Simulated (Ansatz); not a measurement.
Li2H6Pt:
```yaml
crystal:
  lattice:
    - [0.00000, 3.33760, 3.33760]
    - [3.33760, 0.00000, 3.33760]
    - [3.33760, 3.33760, 0.00000]
  atoms:
    - { symbol: Li, position: [0.75000, 0.75000, 0.75000] }
    - { symbol: Li, position: [0.25000, 0.25000, 0.25000] }
    - { symbol: H, position: [0.75591, 0.75591, 0.24409] }
    - { symbol: H, position: [0.24409, 0.24409, 0.75591] }
    - { symbol: H, position: [0.24409, 0.75591, 0.75591] }
    - { symbol: H, position: [0.75591, 0.24409, 0.24409] }
    - { symbol: H, position: [0.75591, 0.24409, 0.75591] }
    - { symbol: H, position: [0.24409, 0.75591, 0.24409] }
    - { symbol: Pt, position: [0.00000, 0.00000, 0.00000] }
```

Relaxed with HSE06.

Give the Bader charges and basin volumes of the independent atoms, plane-wave PAW HSE06 (Ansatz code).



```csv
atom,Bader charge (e),Bader volume (Å³)
Li1,+0.90,3.8
H3,-0.27,7.5
Pt9,-0.20,21.6
```

Space group Fm-3m. The first step of the workflow began from a Materials Project structure, measured or hypothetical; the Crystallography Open Database copy checked does not list it. Its standing as an ambient phase is unchecked. Symmetry was held in the HSE06 relaxation; whether a distortion lowers the energy is not shown. No spin polarisation was allowed. Spin–orbit coupling is left out wherever it is not named.

Potentials: the later of the program's two PAW sets.
